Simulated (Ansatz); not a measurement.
# Eu2Al3Ga: Lu on an Eu site

Computed with the plane-wave PAW code Ansatz (scalar-relativistic, PAW set soft_2): r2SCAN, collinear spin, 500 eV cutoff, k-mesh 3×3×3.

The relaxed host crystal (no gap at this level of theory):

```yaml
crystal:
  lattice:
    - [2.81830, 1.62715, 4.66642]
    - [-2.81830, 1.62715, 4.66642]
    - [0.00000, -3.25430, 4.66642]
  atoms:
    - { symbol: Al, position: [0.00000, 0.50000, 0.50000] }
    - { symbol: Al, position: [0.50000, 0.00000, 0.50000] }
    - { symbol: Al, position: [0.50000, 0.50000, 0.00000] }
    - { symbol: Eu, position: [0.87409, 0.87409, 0.87409] }
    - { symbol: Eu, position: [0.12591, 0.12591, 0.12591] }
    - { symbol: Ga, position: [0.50000, 0.50000, 0.50000] }
```

Supercell of 24 atoms, rows of the matrix [[-1,1,1],[1,-1,1],[1,1,-1]] times the cell vectors; Lu on an Eu site at (0.874, 0.874, 0.874) in fractions of the cell above. Atoms are relaxed at the host's cell, from a start shaken by 0.03 Å near the defect. The cell loses 1 of its 8 Eu, so this is a heavily doped crystal.

Distances from the Lu atom (Å), by shell of the perfect crystal:

```csv
shell,perfect crystal,"relaxed, charge 0"
3 Ga,3.30,3.23
9 Al,3.33,3.26 (3.25 to 3.27)
3 Eu,3.45,3.51
1 Eu,3.53,3.53
```

```tsv
charge	moment of the cell (μB)	moment on Lu (μB)	4f electrons on Lu	gap of the cell on the mesh (eV)
0	50.49	0.00	14.0	0.00
```

Formation energy of the neutral defect: -0.07 eV, taking atoms from and to the elements' standard states (no corrections for gases), so it belongs to those chemical potentials alone.

A negative value doesn't mean that the atoms enter by themselves: with the elements as reservoirs, compounds of them would form first.

Caveats: 4f shell without a U, which puts 4f levels too near the Fermi level; open f or d shells may hold a state above the lowest; small supercell, so energies and levels can be off by tenths of an eV; one random start near the defect, so other minima are possible.
